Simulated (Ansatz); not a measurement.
MgH2:
```
CELL_PARAMETERS angstrom
      4.48492     0.00000     0.00000
      0.00000     4.48492     0.00000
      0.00000     0.00000     2.99660
ATOMIC_POSITIONS crystal
  Mg 0.50000 0.50000 0.50000
  Mg 0.00000 0.00000 0.00000
  H  0.69539 0.69539 0.00000
  H  0.30461 0.30461 0.00000
  H  0.80461 0.19539 0.50000
  H  0.19539 0.80461 0.50000
```

Relaxed with r²SCAN.

### Question
Map the electron localisation function on the plane through (0.500, 0.500, 0.500) spanned by u = [0, 0, 1] and v = [1, 1, 0] in lattice vectors, from DFT-r²SCAN in the program Ansatz with PAW potentials.

### Answer
x is the fraction of u, y of v (the angle between them is 90°; rows are the nearest grid lines); atoms in the plane: Mg at (0.00, 0.00), Mg at (0.50, 0.50), H at (0.50, 0.20), H at (0.50, 0.80).
```
|12330001210003321|
|22430013331003422|
|33100599999500133|
|00004999999940000|
|00279999999997200|
|00389999999998300|
|00379999999997300|
|00024788888742000|
|00001111111110000|
|11000013331000011|
|11000234343200011|
|21000342224300012|
|21000342224300012|
|11000234343200011|
|11000013331000011|
|00001111111110000|
|00024788888742000|
|00379999999997300|
|00389999999998300|
|00279999999997200|
|00004999999940000|
|33100599999500133|
|22430013331003422|
|12330001210003321|
```
Scale: ten equal steps from 0.023 (start of '0') to 1.00 (end of '9'), in the order '0123456789'; x runs from 0.000 to 1.00, y from 0.000 (bottom) to 1.00 (top).

The density is the valence pseudo-density with augmentation charge, so density and ELF within about 1 Å of a nucleus are not all-electron values.

Space group P4_2/mnm (rutile). The r²SCAN relaxation kept the symmetry of its start; phonons on a q-mesh show no instability.

Potentials: the later of the program's two PAW sets.
